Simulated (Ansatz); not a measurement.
Given:

VN:
```
CELL_PARAMETERS angstrom
      0.00000     2.02136     2.02136
      2.02136     0.00000     2.02136
      2.02136     2.02136     0.00000
ATOMIC_POSITIONS crystal
  V  0.00000 0.00000 0.00000
  N  0.50000 0.50000 0.50000
```

This is the LDA-relaxed structure.

Task: All from LDA in the plane-wave PAW code Ansatz, unless another level is named. Estimate the Hill bulk and shear moduli.

Result: 366 and 184 GPa.

Task: Predict the highest zone-centre frequency.

Result: 411 cm⁻¹.

Space group Fm-3m (rock salt). The LDA relaxation kept the symmetry of its start. The run is not spin-polarised. As this level gives no gap, shear constants depend on the k-mesh and smearing (Fermi–Dirac, 0.1 eV here). As this level gives no gap, phonon frequencies hold no LO–TO term and depend on the k-mesh and smearing (Fermi–Dirac, 0.1 eV here). On the denser mesh and wider smearing of the elastic run this cell carries a stress of 0.3 GPa.

Potentials: the earlier of the program's two PAW sets. The files were generated under PBE; for other functionals the program regenerates the frozen cores, and for LDA and PBEsol the local potential too.
